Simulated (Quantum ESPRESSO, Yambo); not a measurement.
HgAl$_{2}$S$_{4}$ (space group I-4, No. 82): one geometry, one set of PBEsol (Quantum ESPRESSO, PseudoDojo norm-conserving, 66 Ry, without SOC) orbitals, self-energies from Yambo (4×4×4 Γ-centred k mesh, bands 5 to 169 and a 6 Ry block in the screening, 169 bands in G with the Bruneval-Gonze terminator, plasmon pole fitted at 27.2 eV).

```tsv
level	gap X → Γ (eV)	direct gap at Γ (eV)
PBEsol (Quantum ESPRESSO)	2.02	2.08
exchange only (Hartree-Fock self-energy on PBEsol orbitals)	…	…
static COHSEX@PBEsol	…	…
G0W0@PBEsol, plasmon pole	3.38	3.40
```

Q: Fill in the missing entries.

A: 
- exchange only (Hartree-Fock self-energy on PBEsol orbitals), gap X → Γ (eV): 8.95
- exchange only (Hartree-Fock self-energy on PBEsol orbitals), direct gap at Γ (eV): 8.84
- static COHSEX@PBEsol, gap X → Γ (eV): 3.89
- static COHSEX@PBEsol, direct gap at Γ (eV): 3.91

Bare exchange has no screening and gives the widest gap; static COHSEX screens it but leaves out the frequency dependence, which G0W0 restores. All rows use the PBEsol edge points; in the exchange only run other k points give a smaller gap, 8.84 eV.

Nearest settings tried, and what they do to the gap: 2 Ry block (69 vectors against 271): -161 meV. Not varied: bands in G, bands in W, mesh. So the settings aren't converged at that level.

Geometry of the Materials Project entry, not relaxed at this level; primitive cell a = 6.465 Å, b = 6.465 Å, c = 6.465 Å, α = 128.90°, β = 128.90°, γ = 75.16°.
